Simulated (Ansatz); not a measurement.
Te (trigonal-Te type, space group P3_121)

```
CELL_PARAMETERS angstrom
      4.51819     0.00000     0.00000
     -2.25910     3.91287     0.00000
      0.00000     0.00000     5.95554
ATOMIC_POSITIONS crystal
  Te 0.26845 0.00000 0.33333
  Te 0.00000 0.26845 0.66667
  Te 0.73155 0.73155 0.00000
```

Equation-of-state scan: isotropic scaling of the cell above, V₀ being its volume. The atoms relax within the cell's symmetry.

Level of theory: PBE (plane waves to 420 eV, PAW, scalar-relativistic; Ansatz, an electronic-structure program). k mesh 9×9×6 (Γ-centred), Fermi-Dirac smearing 0.05 eV. E stands for the smeared free energy. Compression counts positive. With the shape held, the modulus is that of even scaling; a crystal free to change shape is softer. Spin-orbit coupling is left out, though Te is heavy. Te was relaxed with its symmetry unable to fall. ΔE is measured from the relaxed starting cell. The last digit holds for this mesh only.

| V (Å³/atom) | ΔE (meV/atom) |
|---|---|
| 31.587 | 34.8 |
| 32.288 | withheld |
| 32.990 | 11.3 |
| 33.692 | 4.8 |
| 34.394 | 1.2 |
| 35.096 | 0.0 |
| 35.798 | 0.9 |
| 36.500 | 3.5 |
| 37.202 | 7.6 |
| 37.904 | 12.9 |
| 38.606 | 19.2 |

Fit a third-order Birch-Murnaghan form (E₀, V₀, B₀, B₀′ free) to the given rows and predict ΔE at V = 32.288.

Least squares on the 10 given rows: ΔE = E₀ + (9V₀B₀/16)·y²·[2 + (B₀′ − 4)y], y = (V₀/V)^(2/3) − 1, with V₀ = 35.129 Å³/atom, B₀ = 23.30 GPa (160.2 GPa = 1 eV/Å³; the term in eV is multiplied by 1000), B₀′ = 7.34, E₀ = 0.01 meV/atom; root-mean-square residual 0.01 meV/atom. At 32.288 the fit gives 21.1 meV/atom; the calculation gives 21.1 meV/atom, the same to the digits shown. For the pressure the fit gives 2.7 GPa against the computed 2.6 GPa.

(Under strain, the slope of the energy per volume gives the stress and its curvature an elastic modulus.)
